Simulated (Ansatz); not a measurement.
SrMg$_{2}$FeH$_{8}$ in space group P-3m1 (No. 164; Pearson symbol hP12), PBEsol in the plane-wave PAW code Ansatz, all energies at zero smearing, with the estimated change up to a 700 eV cutoff added, with one set of potentials and settings (totals compare only within such a set). Cell of 12 atoms (1 Sr, 2 Mg, 1 Fe, 8 H): -11895.499 eV.

```
element                             reference phase  E (eV/atom)
-------  ------------------------------------------  -----------
Sr                       Fm-3m, 1 atoms in the cell   -3492.2134
Mg                    P6_3/mmc, 2 atoms in the cell   -1912.0511
Fe       Im-3m, 1 atoms in the cell, spin-polarised   -4448.8520
H                         Cmce, 4 atoms in the cell     -15.6194
```

Formation energy per atom, worked out: (-11895.499 − 1×(-3492.2134) − 2×(-1912.0511) − 1×(-4448.8520) − 8×(-15.6194))/12 = -0.448 eV/atom (-43 kJ per mol of atoms), at 0 K, without zero-point energy or fitted corrections.

The first step of the workflow began from a Materials Project structure, measured or hypothetical; the Crystallography Open Database copy checked does not list it. Whether it is the stable phase at ambient conditions was not checked. The cell was relaxed with PBEsol under the symmetry of its start; whether a distortion lowers the energy is not shown. The run is not spin-polarised. The references are the lowest solids computed at this level, not always the standard phases (solids in place of the gases).

Potentials: the later of the program's two PAW sets.
